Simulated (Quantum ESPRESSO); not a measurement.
# Computed records: Mg3GaO4 (made-up cell), AlSi3C3N (made-up cell)

Computed with Quantum ESPRESSO 7.5. Calculation on a made-up crystal cell, not a measurement: periodic Kohn-Sham density functional theory in plane waves with PseudoDojo standard norm-conserving scalar-relativistic pseudopotentials, each functional with its own files (v0.5 for PBE, v0.4.1 for LDA and PBEsol), no spin polarisation, no spin-orbit coupling, atoms not relaxed, stress positive in tension, energies less a fixed whole-eV offset for each atom's element; levels are Kohn-Sham levels at fractions of this cell's reciprocal vectors, counted from the reference band (half the neutral cell's valence electrons, rounded up) at Gamma; error bars cover cutoff and k-mesh only, not smearing or the files; each bar is the largest change over components, and at least 0.002 eV, 0.002 eV per angstrom or 0.02 GPa; added strain carries the atoms with the cell, and shear is the tensor component; energies are for the whole cell, and the offsets were chosen from early runs and are not element reference energies.

Settings shared by all entries: lattice type zincblende/diamond; functional pbe; cutoff 1143 eV; scf tolerance 1e-07 eV; electrons removed 0.

(1) 
```cif
# cell vector a (Å): 4.6804 -0.0509 0.0265
# cell vector b (Å): -0.0509 4.7438 -0.0529
# cell vector c (Å): 0.0265 -0.0529 4.7283
data_Mg3GaO4
_symmetry_space_group_name_H-M 'P 1'
_symmetry_Int_Tables_number 1
_cell_length_a 4.6808
_cell_length_b 4.7444
_cell_length_c 4.7287
_cell_angle_alpha 91.283
_cell_angle_beta 89.348
_cell_angle_gamma 91.241
_cell_volume 104.95
loop_
_atom_site_label
_atom_site_type_symbol
_atom_site_fract_x
_atom_site_fract_y
_atom_site_fract_z
_atom_site_occupancy
Mg1 Mg 0.00318 0.00207 0.98260 1
Ga1 Ga 0.00149 0.50456 0.49416 1
Mg2 Mg 0.48695 0.99962 0.50077 1
Mg3 Mg 0.49788 0.49939 0.00091 1
O1 O 0.24842 0.25228 0.26121 1
O2 O 0.24930 0.74058 0.75718 1
O3 O 0.76388 0.26498 0.74392 1
O4 O 0.74461 0.74586 0.24809 1
_calc_fermi_dirac_smearing 0.1  # eV
_calc_added_strain_kind 'biaxial xx and yy'
_calc_added_strain 0.007
_calc_k_mesh '6 x 6 x 6, shifted by half a step'
_calc_structure_shown 'before the added strain of 0.007'
_calc_free_energy_less_offsets 0.6451  # eV
_calc_scf_iterations 11
_calc_smearing_term_minus_ts -0.04871  # eV
_calc_pressure -4.154  # GPa
_calc_stress_xx 3.837  # GPa
_calc_stress_yy 4.538  # GPa
_calc_stress_zz 4.086  # GPa
_calc_stress_yz -1.51  # GPa
_calc_stress_xz 0.4361  # GPa
_calc_stress_xy -0.702  # GPa
_calc_error_bar_energy 0.00691  # eV
_calc_error_bar_stress 0.0324  # GPa
_calc_error_bar_force 0.008369  # eV/angstrom
_calc_error_bars_from 'tighter rerun of a related cell'
```

Atoms:
```
atoms element  atom site  atom energy offset (eV)
           Mg          1                    -1617
           Ga          2                    -2080
           Mg          3                    -1617
           Mg          4                    -1617
            O          5                     -452
            O          6                     -452
            O          7                     -452
            O          8                     -452
```

Forces:
```
site  x (eV/Å)  y (eV/Å)  z (eV/Å)
   1    -0.363  -0.01509    0.6846
   2   -0.2068    0.1197  -0.09896
   3    0.5227  -0.06205   -0.1071
   4    0.1011  -0.03979   0.02857
   5  -0.07139   -0.1196    -0.341
   6   0.09074    0.1912   -0.2836
   7   -0.3259   -0.4115  -0.01168
   8    0.2527    0.3371    0.1292
```

(2) 
```cif
# cell vector a (Å): 4.6804 -0.0509 0.0265
# cell vector b (Å): -0.0509 4.7438 -0.0529
# cell vector c (Å): 0.0265 -0.0529 4.7283
data_Mg3GaO4
_symmetry_space_group_name_H-M 'P 1'
_symmetry_Int_Tables_number 1
_cell_length_a 4.6808
_cell_length_b 4.7444
_cell_length_c 4.7287
_cell_angle_alpha 91.283
_cell_angle_beta 89.348
_cell_angle_gamma 91.241
_cell_volume 104.95
loop_
_atom_site_label
_atom_site_type_symbol
_atom_site_fract_x
_atom_site_fract_y
_atom_site_fract_z
_atom_site_occupancy
Mg1 Mg 0.00318 0.00207 0.98260 1
Ga1 Ga 0.00149 0.50456 0.49416 1
Mg2 Mg 0.48695 0.99962 0.50077 1
Mg3 Mg 0.49788 0.49939 0.00091 1
O1 O 0.24842 0.25228 0.26121 1
O2 O 0.24930 0.74058 0.75718 1
O3 O 0.76388 0.26498 0.74392 1
O4 O 0.74461 0.74586 0.24809 1
_calc_fermi_dirac_smearing 0.1  # eV
_calc_added_strain_kind 'biaxial xx and yy'
_calc_added_strain 0.0194
_calc_k_mesh '6 x 6 x 6, shifted by half a step'
_calc_structure_shown 'before the added strain of 0.0194'
_calc_free_energy_less_offsets 0.7331  # eV
_calc_scf_iterations 11
_calc_smearing_term_minus_ts -0.05028  # eV
_calc_pressure -6.321  # GPa
_calc_stress_xx 6.177  # GPa
_calc_stress_yy 6.95  # GPa
_calc_stress_zz 5.836  # GPa
_calc_stress_yz -1.47  # GPa
_calc_stress_xz 0.4032  # GPa
_calc_stress_xy -0.7295  # GPa
_calc_error_bar_energy 0.00691  # eV
_calc_error_bar_stress 0.0324  # GPa
_calc_error_bar_force 0.008369  # eV/angstrom
_calc_error_bars_from 'tighter rerun of a related cell'
```

Atoms:
```
atoms element  atom site  atom energy offset (eV)
           Mg          1                    -1617
           Ga          2                    -2080
           Mg          3                    -1617
           Mg          4                    -1617
            O          5                     -452
            O          6                     -452
            O          7                     -452
            O          8                     -452
```

Forces:
```
site  x (eV/Å)  y (eV/Å)  z (eV/Å)
   1   -0.3385  -0.02728    0.6417
   2   -0.1937   0.07588  -0.06997
   3    0.5032  -0.06267   -0.1157
   4    0.1178  -0.01996   0.03887
   5  -0.06862   -0.1051   -0.3162
   6   0.06189    0.2098   -0.2757
   7   -0.3044   -0.3862  -0.01703
   8    0.2223    0.3157     0.114
```

(3) 
```cif
# cell vector a (Å): 4.2991 -0.0791 -0.0104
# cell vector b (Å): -0.0791 4.4249 0.0043
# cell vector c (Å): -0.0104 0.0043 4.3085
data_AlSi3C3N
_symmetry_space_group_name_H-M 'P 1'
_symmetry_Int_Tables_number 1
_cell_length_a 4.2998
_cell_length_b 4.4256
_cell_length_c 4.3085
_cell_angle_alpha 89.885
_cell_angle_beta 90.278
_cell_angle_gamma 92.078
_cell_volume 81.93
loop_
_atom_site_label
_atom_site_type_symbol
_atom_site_fract_x
_atom_site_fract_y
_atom_site_fract_z
_atom_site_occupancy
Al1 Al 0.99420 0.00159 0.00537 1
Si1 Si 0.01006 0.50089 0.49517 1
Si2 Si 0.50286 0.98049 0.50990 1
Si3 Si 0.49146 0.49854 0.00104 1
C1 C 0.22606 0.23310 0.25992 1
N1 N 0.25427 0.74516 0.73753 1
C2 C 0.73901 0.25710 0.74237 1
C3 C 0.75314 0.74220 0.23998 1
_calc_fermi_dirac_smearing 0.025  # eV
_calc_added_strain_kind 'zz'
_calc_added_strain -0.0208
_calc_k_mesh '4 x 4 x 4, shifted by half a step'
_calc_structure_shown 'before the added strain of -0.0208'
_calc_free_energy_less_offsets -3.275  # eV
_calc_scf_iterations 11
_calc_smearing_term_minus_ts 0  # eV
_calc_pressure 13.89  # GPa
_calc_stress_xx -14.22  # GPa
_calc_stress_yy -8.438  # GPa
_calc_stress_zz -19.01  # GPa
_calc_stress_yz -1.495  # GPa
_calc_stress_xz -3.008  # GPa
_calc_stress_xy -13.72  # GPa
_calc_reference_band 16
_calc_error_bar_energy 0.005245  # eV
_calc_error_bar_stress 0.02  # GPa
_calc_error_bar_force 0.002748  # eV/angstrom
_calc_error_bar_next_band_up 0.002  # eV
_calc_error_bars_from 'tighter rerun of a related cell'
```

Atoms:
```
atoms element  atom site  atom energy offset (eV)
           Al          1                      -64
           Si          2                     -115
           Si          3                     -115
           Si          4                     -115
            C          5                     -163
            N          6                     -283
            C          7                     -163
            C          8                     -163
```

Forces:
```
site   x (eV/Å)  y (eV/Å)  z (eV/Å)
   1    -0.8058   -0.1681    -2.833
   2     -2.002    -1.278   -0.4398
   3     0.6409     2.137    -2.123
   4     0.4084    -1.803    0.2693
   5      3.984     2.623     1.584
   6  -0.007677   -0.8376     1.071
   7     -0.376    0.5724    0.1314
   8     -1.842    -1.245      2.34
```

Levels:
```
level k point  next band up (eV)
        Gamma             0.8869
(1/2,1/2,1/2)              3.349
   (0.15,0,0)              1.242
   (0,0.15,0)              1.308
   (0,0,0.15)              1.249
```

(4) 
```cif
# cell vector a (Å): 4.2991 -0.0791 -0.0104
# cell vector b (Å): -0.0791 4.4249 0.0043
# cell vector c (Å): -0.0104 0.0043 4.3085
data_AlSi3C3N
_symmetry_space_group_name_H-M 'P 1'
_symmetry_Int_Tables_number 1
_cell_length_a 4.2998
_cell_length_b 4.4256
_cell_length_c 4.3085
_cell_angle_alpha 89.885
_cell_angle_beta 90.278
_cell_angle_gamma 92.078
_cell_volume 81.93
loop_
_atom_site_label
_atom_site_type_symbol
_atom_site_fract_x
_atom_site_fract_y
_atom_site_fract_z
_atom_site_occupancy
Al1 Al 0.99420 0.00159 0.00537 1
Si1 Si 0.01006 0.50089 0.49517 1
Si2 Si 0.50286 0.98049 0.50990 1
Si3 Si 0.49146 0.49854 0.00104 1
C1 C 0.22606 0.23310 0.25992 1
N1 N 0.25427 0.74516 0.73753 1
C2 C 0.73901 0.25710 0.74237 1
C3 C 0.75314 0.74220 0.23998 1
_calc_fermi_dirac_smearing 0.025  # eV
_calc_added_strain_kind 'zz'
_calc_added_strain -0.0098
_calc_k_mesh '4 x 4 x 4, shifted by half a step'
_calc_structure_shown 'before the added strain of -0.0098'
_calc_free_energy_less_offsets -3.37  # eV
_calc_scf_iterations 11
_calc_smearing_term_minus_ts 0  # eV
_calc_pressure 11.19  # GPa
_calc_stress_xx -12.04  # GPa
_calc_stress_yy -6.571  # GPa
_calc_stress_zz -14.97  # GPa
_calc_stress_yz -1.336  # GPa
_calc_stress_xz -2.905  # GPa
_calc_stress_xy -13.32  # GPa
_calc_reference_band 16
_calc_error_bar_energy 0.005245  # eV
_calc_error_bar_stress 0.02  # GPa
_calc_error_bar_force 0.002748  # eV/angstrom
_calc_error_bar_next_band_up 0.002  # eV
_calc_error_bars_from 'tighter rerun of a related cell'
```

Atoms:
```
atoms element  atom site  atom energy offset (eV)
           Al          1                      -64
           Si          2                     -115
           Si          3                     -115
           Si          4                     -115
            C          5                     -163
            N          6                     -283
            C          7                     -163
            C          8                     -163
```

Forces:
```
site   x (eV/Å)  y (eV/Å)  z (eV/Å)
   1    -0.7746   -0.1375    -2.735
   2      -1.96    -1.261   -0.4544
   3     0.6134     2.087    -2.104
   4     0.4161    -1.757    0.2834
   5      3.862      2.56     1.546
   6  -0.001386   -0.8147     1.014
   7    -0.3455    0.5458     0.123
   8      -1.81    -1.222     2.327
```

Levels:
```
level k point  next band up (eV)
        Gamma              0.906
(1/2,1/2,1/2)              3.302
   (0.15,0,0)              1.266
   (0,0.15,0)              1.326
   (0,0,0.15)              1.324
```

(5) 
```cif
# cell vector a (Å): 4.2991 -0.0791 -0.0104
# cell vector b (Å): -0.0791 4.4249 0.0043
# cell vector c (Å): -0.0104 0.0043 4.3085
data_AlSi3C3N
_symmetry_space_group_name_H-M 'P 1'
_symmetry_Int_Tables_number 1
_cell_length_a 4.2998
_cell_length_b 4.4256
_cell_length_c 4.3085
_cell_angle_alpha 89.885
_cell_angle_beta 90.278
_cell_angle_gamma 92.078
_cell_volume 81.93
loop_
_atom_site_label
_atom_site_type_symbol
_atom_site_fract_x
_atom_site_fract_y
_atom_site_fract_z
_atom_site_occupancy
Al1 Al 0.99420 0.00159 0.00537 1
Si1 Si 0.01006 0.50089 0.49517 1
Si2 Si 0.50286 0.98049 0.50990 1
Si3 Si 0.49146 0.49854 0.00104 1
C1 C 0.22606 0.23310 0.25992 1
N1 N 0.25427 0.74516 0.73753 1
C2 C 0.73901 0.25710 0.74237 1
C3 C 0.75314 0.74220 0.23998 1
_calc_fermi_dirac_smearing 0.025  # eV
_calc_added_strain_kind 'zz'
_calc_added_strain -0.0059
_calc_k_mesh '4 x 4 x 4, shifted by half a step'
_calc_structure_shown 'before the added strain of -0.0059'
_calc_free_energy_less_offsets -3.398  # eV
_calc_scf_iterations 11
_calc_smearing_term_minus_ts 0  # eV
_calc_pressure 10.27  # GPa
_calc_stress_xx -11.31  # GPa
_calc_stress_yy -5.946  # GPa
_calc_stress_zz -13.54  # GPa
_calc_stress_yz -1.283  # GPa
_calc_stress_xz -2.866  # GPa
_calc_stress_xy -13.18  # GPa
_calc_reference_band 16
_calc_error_bar_energy 0.005245  # eV
_calc_error_bar_stress 0.02  # GPa
_calc_error_bar_force 0.002748  # eV/angstrom
_calc_error_bar_next_band_up 0.002  # eV
_calc_error_bars_from 'tighter rerun of a related cell'
```

Atoms:
```
atoms element  atom site  atom energy offset (eV)
           Al          1                      -64
           Si          2                     -115
           Si          3                     -115
           Si          4                     -115
            C          5                     -163
            N          6                     -283
            C          7                     -163
            C          8                     -163
```

Forces:
```
site   x (eV/Å)  y (eV/Å)  z (eV/Å)
   1    -0.7635   -0.1267    -2.699
   2     -1.946    -1.256   -0.4594
   3     0.6044      2.07    -2.098
   4     0.4187    -1.741    0.2886
   5      3.819     2.538     1.532
   6  0.0004479   -0.8069    0.9958
   7    -0.3348    0.5366    0.1191
   8     -1.798    -1.214     2.322
```

Levels:
```
level k point  next band up (eV)
        Gamma             0.9108
(1/2,1/2,1/2)              3.283
   (0.15,0,0)              1.274
   (0,0.15,0)              1.332
   (0,0,0.15)              1.351
```

(6) 
```cif
# cell vector a (Å): 4.2991 -0.0791 -0.0104
# cell vector b (Å): -0.0791 4.4249 0.0043
# cell vector c (Å): -0.0104 0.0043 4.3085
data_AlSi3C3N
_symmetry_space_group_name_H-M 'P 1'
_symmetry_Int_Tables_number 1
_cell_length_a 4.2998
_cell_length_b 4.4256
_cell_length_c 4.3085
_cell_angle_alpha 89.885
_cell_angle_beta 90.278
_cell_angle_gamma 92.078
_cell_volume 81.93
loop_
_atom_site_label
_atom_site_type_symbol
_atom_site_fract_x
_atom_site_fract_y
_atom_site_fract_z
_atom_site_occupancy
Al1 Al 0.99420 0.00159 0.00537 1
Si1 Si 0.01006 0.50089 0.49517 1
Si2 Si 0.50286 0.98049 0.50990 1
Si3 Si 0.49146 0.49854 0.00104 1
C1 C 0.22606 0.23310 0.25992 1
N1 N 0.25427 0.74516 0.73753 1
C2 C 0.73901 0.25710 0.74237 1
C3 C 0.75314 0.74220 0.23998 1
_calc_fermi_dirac_smearing 0.025  # eV
_calc_added_strain_kind 'zz'
_calc_added_strain 0.0005
_calc_k_mesh '4 x 4 x 4, shifted by half a step'
_calc_structure_shown 'before the added strain of 0.0005'
_calc_free_energy_less_offsets -3.439  # eV
_calc_scf_iterations 12
_calc_smearing_term_minus_ts 0  # eV
_calc_pressure 8.771  # GPa
_calc_stress_xx -10.15  # GPa
_calc_stress_yy -4.952  # GPa
_calc_stress_zz -11.21  # GPa
_calc_stress_yz -1.198  # GPa
_calc_stress_xz -2.81  # GPa
_calc_stress_xy -12.94  # GPa
_calc_reference_band 16
_calc_error_bar_energy 0.005245  # eV
_calc_error_bar_stress 0.02  # GPa
_calc_error_bar_force 0.002748  # eV/angstrom
_calc_error_bar_next_band_up 0.002  # eV
_calc_error_bars_from 'tighter rerun of a related cell'
```

Atoms:
```
atoms element  atom site  atom energy offset (eV)
           Al          1                      -64
           Si          2                     -115
           Si          3                     -115
           Si          4                     -115
            C          5                     -163
            N          6                     -283
            C          7                     -163
            C          8                     -163
```

Forces:
```
site  x (eV/Å)  y (eV/Å)  z (eV/Å)
   1   -0.7466   -0.1098    -2.639
   2    -1.922    -1.247   -0.4674
   3    0.5883     2.042    -2.085
   4    0.4237    -1.716    0.2968
   5     3.748     2.501     1.509
   6  0.004419    -0.793    0.9612
   7    -0.318    0.5217    0.1139
   8    -1.778    -1.199     2.311
```

Levels:
```
level k point  next band up (eV)
        Gamma             0.9185
(1/2,1/2,1/2)              3.249
   (0.15,0,0)              1.286
   (0,0.15,0)              1.341
   (0,0,0.15)              1.393
```

(7) 
```cif
# cell vector a (Å): 4.2991 -0.0791 -0.0104
# cell vector b (Å): -0.0791 4.4249 0.0043
# cell vector c (Å): -0.0104 0.0043 4.3085
data_AlSi3C3N
_symmetry_space_group_name_H-M 'P 1'
_symmetry_Int_Tables_number 1
_cell_length_a 4.2998
_cell_length_b 4.4256
_cell_length_c 4.3085
_cell_angle_alpha 89.885
_cell_angle_beta 90.278
_cell_angle_gamma 92.078
_cell_volume 81.93
loop_
_atom_site_label
_atom_site_type_symbol
_atom_site_fract_x
_atom_site_fract_y
_atom_site_fract_z
_atom_site_occupancy
Al1 Al 0.99420 0.00159 0.00537 1
Si1 Si 0.01006 0.50089 0.49517 1
Si2 Si 0.50286 0.98049 0.50990 1
Si3 Si 0.49146 0.49854 0.00104 1
C1 C 0.22606 0.23310 0.25992 1
N1 N 0.25427 0.74516 0.73753 1
C2 C 0.73901 0.25710 0.74237 1
C3 C 0.75314 0.74220 0.23998 1
_calc_fermi_dirac_smearing 0.025  # eV
_calc_added_strain_kind 'zz'
_calc_added_strain 0.0037
_calc_k_mesh '4 x 4 x 4, shifted by half a step'
_calc_structure_shown 'before the added strain of 0.0037'
_calc_free_energy_less_offsets -3.457  # eV
_calc_scf_iterations 11
_calc_smearing_term_minus_ts 0  # eV
_calc_pressure 8.045  # GPa
_calc_stress_xx -9.595  # GPa
_calc_stress_yy -4.479  # GPa
_calc_stress_zz -10.06  # GPa
_calc_stress_yz -1.157  # GPa
_calc_stress_xz -2.781  # GPa
_calc_stress_xy -12.83  # GPa
_calc_reference_band 16
_calc_error_bar_energy 0.005245  # eV
_calc_error_bar_stress 0.02  # GPa
_calc_error_bar_force 0.002748  # eV/angstrom
_calc_error_bar_next_band_up 0.002  # eV
_calc_error_bars_from 'tighter rerun of this cell'
```

Atoms:
```
atoms element  atom site  atom energy offset (eV)
           Al          1                      -64
           Si          2                     -115
           Si          3                     -115
           Si          4                     -115
            C          5                     -163
            N          6                     -283
            C          7                     -163
            C          8                     -163
```

Forces:
```
site  x (eV/Å)  y (eV/Å)  z (eV/Å)
   1   -0.7393    -0.102    -2.611
   2     -1.91    -1.243   -0.4714
   3    0.5804     2.028    -2.078
   4    0.4265    -1.703    0.3014
   5     3.715     2.485       1.5
   6  0.006219   -0.7862    0.9426
   7   -0.3096     0.514    0.1102
   8    -1.768    -1.193     2.306
```

Levels:
```
level k point  next band up (eV)
        Gamma              0.922
(1/2,1/2,1/2)              3.231
   (0.15,0,0)              1.291
   (0,0.15,0)              1.346
   (0,0,0.15)              1.414
```
